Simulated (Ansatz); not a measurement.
Consider the following.

BaCrS₂:
```cif
data_Ba2Cr2S4
_chemical_formula_sum 'Ba2 Cr2 S4'
_space_group_name_H-M_alt 'P 1'
_space_group_IT_number 1
_cell_length_a 4.50381
_cell_length_b 4.50381
_cell_length_c 8.94468
_cell_angle_alpha 90.000
_cell_angle_beta 90.000
_cell_angle_gamma 90.000
loop_
_space_group_symop_operation_xyz
  'x, y, z'
loop_
_atom_site_label
_atom_site_type_symbol
_atom_site_fract_x
_atom_site_fract_y
_atom_site_fract_z
_atom_site_occupancy
Ba1 Ba 0.00000 0.00000 0.30736 1
Ba2 Ba 0.50000 0.50000 0.69263 1
Cr1 Cr 0.50000 0.50000 0.08733 1
Cr2 Cr 0.00000 0.00000 0.91265 1
S1 S 0.50000 0.00000 0.99998 1
S2 S 0.00000 0.50000 0.99998 1
S3 S 0.50000 0.50000 0.34878 1
S4 S 0.00000 0.00000 0.65120 1
```
The run is spin-polarised.

This is the PBEsol-relaxed structure.

Q: All from the program Ansatz at the PBEsol level (PAW), unless another level is named. Give the magnetic order.

A: antiferromagnetic.

Q: Predict the Bader charges.

A: Ba +1.38, Cr +1.02, S -1.29 to -1.12 e.

Space group P4/nmm. The workflow started from an entry of the Crystallography Open Database (COD); the relaxed space group is not among those it files for this formula. COD files the formula under space group No. 59. Whether it is the stable phase at ambient conditions was not checked. The cell was relaxed with PBEsol under the symmetry of its start, as lowered by the spin order; its stability against distortions is not shown here. Spin order of the final state: antiferromagnetic, chosen from 5 collinear starts compared on coarse meshes (ties went to the first, and starts can fall back to one state), not a proven ground state. No Hubbard U is applied. Scalar-relativistic: spin–orbit coupling is off unless named, which matters more the heavier the elements.

Potentials: the later of the program's two PAW sets.
